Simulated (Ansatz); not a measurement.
Input:

AlAs:
Space group F-43m (No. 216); a = 5.675 Å, b = 5.675 Å, c = 5.675 Å, α = 90.00°, β = 90.00°, γ = 90.00°

```json
[
 {"atom": "Al", "site": "4a", "symmetry": "-43m", "x": "0.0000", "y": "0.0000", "z": "0.0000"},
 {"atom": "As", "site": "4d", "symmetry": "-43m", "x": "0.7500", "y": "0.7500", "z": "0.7500"}
]
```
(The calculation used a cell of 2 atoms; values per cell refer to that cell.)

This is the PBEsol-relaxed structure.

Task: All from PBEsol (plane waves, PAW; program Ansatz), unless another level is named. Predict the Born charges (a third of the trace).

Result: Al +2.16, As -2.16 e.

Task: And the largest static χ(2) component?

Result: 75 pm/V.

Task: Predict the electronic dielectric constant ε∞ (DFPT).

Result: 9.51.

The PBEsol relaxation kept the symmetry of its start. Spin–orbit coupling is left out wherever it is not named.

Potentials: the earlier of the program's two PAW sets. The files were generated under PBE; for other functionals the program regenerates the frozen cores, and for LDA and PBEsol the local potential too.
